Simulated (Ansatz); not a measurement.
This cell of CuI (zinc blende) is off equilibrium:

```
CuI
1.0
    0.00000     2.93321     2.93321
    2.93321     0.00000     2.93321
    2.93321     2.93321     0.00000
I Cu
1 1
Direct
  0.75000   0.75000   0.75000
  0.00000   0.00000   0.00000
```

Method: r2SCAN (plane waves to 500 eV, PAW, scalar-relativistic; Ansatz, an electronic-structure program). k mesh 10×10×10 (Γ-centred), Fermi-Dirac smearing 0.05 eV. E stands for the smeared free energy. Stress and pressure are positive under compression. CuI is run without spin polarisation. CuI was relaxed with its symmetry unable to fall. Spin-orbit coupling is left out, though I is heavy. The PAW data are Ansatz's earlier set.

Q: Give the stress tensor in GPa and the pressure.

A: 
```
   4.17     0.00     0.00
   0.00     4.17     0.00
   0.00     0.00     4.17
```
The pressure, a third of the trace, is 4.17 GPa.

Q: It is the relaxed cell scaled evenly to V/V₀ = 0.925, atoms relaxed where free. What is its energy relative to the relaxed cell?

A: 24.6 meV/atom.

(A scan under strain: stresses follow from slopes of the energy per volume, elastic moduli from its curvatures.)
